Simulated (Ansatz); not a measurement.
## Where the states of ReP₂ lie

```
Re P
1.0
     3.08828    0.00000    0.00000
    -1.54414    2.67453    0.00000
     0.00000    0.00000    5.15013
Re P
1 2
Direct
  0.00000 0.00000 0.00000
  0.33333 0.66667 0.32533
  0.66667 0.33333 0.67467
```

The cell was built from the CdI2 type and relaxed in the same program, and has space group P-3m1; it needn't be a known or the stable phase.

Spin polarisation is left out, and whether a magnetic state lies lower isn't shown here.

Spin–orbit coupling is left out, though it moves levels of the heavy atoms by tenths of an eV or more.

Computed with DFT, PBE, all-electron LAPW, scalar-relativistic (Ansatz 0.2.0).

The runs use a Γ-centred 12×12×7 k mesh, Fermi–Dirac smearing of 0.08 eV, basis error target 0.5 meV/atom, no spin polarisation.

(1) Where is the centre of the filled Re 5d states between -14 eV and the top of the filled states?

(2) Tabulate the density of states.

Results:

(1) -3.86 eV from the Fermi level.

(2) States per eV and cell, averaged over 0.6 eV, from -8.8 to 5.4 eV, with energies (bin centres) from the Fermi level; empty bins are left out. The partial columns, the largest 4 alone, are projections on Löwdin-orthogonalised atomic shells (those that the program's projection atoms carry: the occupied ones and, for some elements, an empty d or f shell; other empty shells have no column), summed over atoms of an element. Weights on diffuse s and p shells depend on that basis and aren't pure angular character.
```json
{"E (eV)": "-8.6", "total": "0.01", "P 3p": "0.00", "Re 5d": "0.00", "P 3s": "0.00", "Re 6s": "0.00"}
{"E (eV)": "-8.0", "total": "0.29", "P 3p": "0.18", "Re 5d": "0.07", "P 3s": "0.01", "Re 6s": "0.02"}
{"E (eV)": "-7.4", "total": "0.94", "P 3p": "0.60", "Re 5d": "0.21", "P 3s": "0.05", "Re 6s": "0.07"}
{"E (eV)": "-6.8", "total": "2.04", "P 3p": "1.33", "Re 5d": "0.50", "P 3s": "0.09", "Re 6s": "0.09"}
{"E (eV)": "-6.2", "total": "1.66", "P 3p": "0.99", "Re 5d": "0.49", "P 3s": "0.10", "Re 6s": "0.05"}
{"E (eV)": "-5.6", "total": "0.97", "P 3p": "0.55", "Re 5d": "0.31", "P 3s": "0.07", "Re 6s": "0.03"}
{"E (eV)": "-5.0", "total": "0.85", "P 3p": "0.47", "Re 5d": "0.31", "P 3s": "0.04", "Re 6s": "0.01"}
{"E (eV)": "-4.4", "total": "1.82", "P 3p": "0.76", "Re 5d": "0.88", "P 3s": "0.08", "Re 6s": "0.05"}
{"E (eV)": "-3.8", "total": "2.51", "P 3p": "0.97", "Re 5d": "1.28", "P 3s": "0.13", "Re 6s": "0.07"}
{"E (eV)": "-3.2", "total": "3.77", "P 3p": "1.42", "Re 5d": "2.04", "P 3s": "0.17", "Re 6s": "0.02"}
{"E (eV)": "-2.6", "total": "1.89", "P 3p": "0.79", "Re 5d": "0.93", "P 3s": "0.10", "Re 6s": "0.01"}
{"E (eV)": "-2.0", "total": "1.62", "P 3p": "0.73", "Re 5d": "0.74", "P 3s": "0.10", "Re 6s": "0.01"}
{"E (eV)": "-1.4", "total": "1.29", "P 3p": "0.41", "Re 5d": "0.80", "P 3s": "0.05", "Re 6s": "0.00"}
{"E (eV)": "-0.8", "total": "0.88", "P 3p": "0.32", "Re 5d": "0.46", "P 3s": "0.06", "Re 6s": "0.01"}
{"E (eV)": "-0.2", "total": "1.44", "P 3p": "0.54", "Re 5d": "0.71", "P 3s": "0.10", "Re 6s": "0.02"}
{"E (eV)": "0.4", "total": "1.23", "P 3p": "0.51", "Re 5d": "0.56", "P 3s": "0.09", "Re 6s": "0.02"}
{"E (eV)": "1.0", "total": "1.71", "P 3p": "0.61", "Re 5d": "0.92", "P 3s": "0.08", "Re 6s": "0.03"}
{"E (eV)": "1.6", "total": "2.15", "P 3p": "0.78", "Re 5d": "1.10", "P 3s": "0.12", "Re 6s": "0.06"}
{"E (eV)": "2.2", "total": "1.57", "P 3p": "0.55", "Re 5d": "0.74", "P 3s": "0.11", "Re 6s": "0.10"}
{"E (eV)": "2.8", "total": "1.33", "P 3p": "0.58", "Re 5d": "0.42", "P 3s": "0.14", "Re 6s": "0.09"}
{"E (eV)": "3.4", "total": "1.59", "P 3p": "0.60", "Re 5d": "0.44", "P 3s": "0.14", "Re 6s": "0.19"}
{"E (eV)": "4.0", "total": "1.47", "P 3p": "0.63", "Re 5d": "0.33", "P 3s": "0.11", "Re 6s": "0.10"}
{"E (eV)": "4.6", "total": "1.64", "P 3p": "0.67", "Re 5d": "0.31", "P 3s": "0.08", "Re 6s": "0.08"}
{"E (eV)": "5.2", "total": "1.55", "P 3p": "0.60", "Re 5d": "0.26", "P 3s": "0.05", "Re 6s": "0.06"}
```
